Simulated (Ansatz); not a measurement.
CdSe:
```
CELL_PARAMETERS angstrom
      4.34018     0.00000     0.00000
     -2.17009     3.75870     0.00000
      0.00000     0.00000     7.07772
ATOMIC_POSITIONS crystal
  Cd 0.66667 0.33333 0.00056
  Cd 0.33333 0.66667 0.50056
  Se 0.66667 0.33333 0.62464
  Se 0.33333 0.66667 0.12464
```

This is the r²SCAN-relaxed structure. Tensor components refer to the Cartesian frame of this cell.

Q: All from the program Ansatz at the r²SCAN level (PAW), unless another level is named. Give the hole effective mass, band 2 of 2 at the edge.

A: 0.10 along x, 1.5 along z (mₑ).

Q: What about the band gap?

A: 1.10 eV (direct).

Space group P6_3mc (wurtzite). The r²SCAN relaxation kept the symmetry of its start; of distortions, only those at the zone centre were tested. Scalar-relativistic: spin–orbit coupling is off unless named, which matters more the heavier the elements.

Potentials: the later of the program's two PAW sets.
